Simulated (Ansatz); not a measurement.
Data:

SrTiO$_{3}$:
Space group I4/mcm (No. 140); a = b = 5.4875 Å, c = 7.8081 Å, α = β = γ = 90.00°

```csv
atom,site,symmetry,x,y,z
Sr,4b,-42m,0.0000,0.5000,0.2500
Ti,4c,4/m..,0.0000,0.0000,0.0000
O,8h,m.2m,0.2255,0.2745,0.0000
O,4a,422,0.0000,0.0000,0.2500
```
(The calculation used a cell of 10 atoms; values per cell refer to that cell.)

This is the PBEsol-relaxed structure.

All from plane-wave PAW PBEsol (Ansatz code), unless another level is named. Give the formation energy from the elements (no fitted shifts).

-3.22 eV/atom.

Predict the electron effective mass with spin–orbit coupling.

0.41, 0.72, 0.82 mₑ (principal values).

And the band gap?

1.97 eV (smallest direct gap 1.98 eV).

Give the weight of the conduction-edge state by species (Voronoi cells).

Ti 77 %, O 20 %, Sr 3 %.

And the valence-band maximum?

on the Γ–X line, 27 % of the way from Γ.

The workflow started from a Materials Project entry (that database holds measured and hypothetical structures alike); the Crystallography Open Database files this formula in space group No. 140, but the cells were not matched. It is not the phase usual at ambient conditions (space group No. 221). The PBEsol relaxation kept the symmetry of its start. At this level the phase is dynamically unstable (imaginary phonons). No spin polarisation was allowed. The references are the lowest solids computed at this level, not always the standard phases (solids in place of the gases). Scalar-relativistic: spin–orbit coupling is off unless named, which matters more the heavier the elements.

Potentials: the later of the program's two PAW sets.
